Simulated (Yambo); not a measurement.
One stored BSE kernel of dimension 2304 for CsGeCl₃ (space group R3m, No. 160) (Yambo, PBEsol bands; 4×4×4 mesh, 6 valence and 6 conduction bands, static screening with 81 bands and a 3 Ry block, scissor 1.71 eV, Tamm-Dancoff; broadening 0.15 eV; field along x), solved in several ways.

| solver | iterations | largest change of Im ε (% of its maximum) | rough time |
|---|---|---|---|
| Haydock, threshold 2 % | 22 | 7.7 | within a factor of two |
| Haydock, threshold 0.5 % | 33 | 3.8 | within a factor of two |
| Haydock, threshold 0.1 % | 42 | 1.3 | within a factor of two |
| Haydock, threshold 0.005 % | 75 | 0.0 | 1 |
| SLEPc, lowest 10 states | – | no full spectrum | about 2× |
| SLEPc, lowest 60 states | – | no full spectrum | about 3× |
| full diagonalisation | – | reference | about 8× |

Haydock gives the spectrum without eigenstates, SLEPc the lowest states alone, full diagonalisation everything at a cost that grows as the cube of the dimension. Times include reading the kernel. Times are rough ratios from shared machines. Mesh and scissor weren't tested; the rows compare only with each other.

Spin-orbit coupling is not included.

Geometry of the Materials Project entry, not relaxed at this level; primitive cell a = b = c = 5.462 Å, α = β = γ = 89.55°.

The structure is a Materials Project entry; no match was found in the copy of COD used, and its stability was not checked.
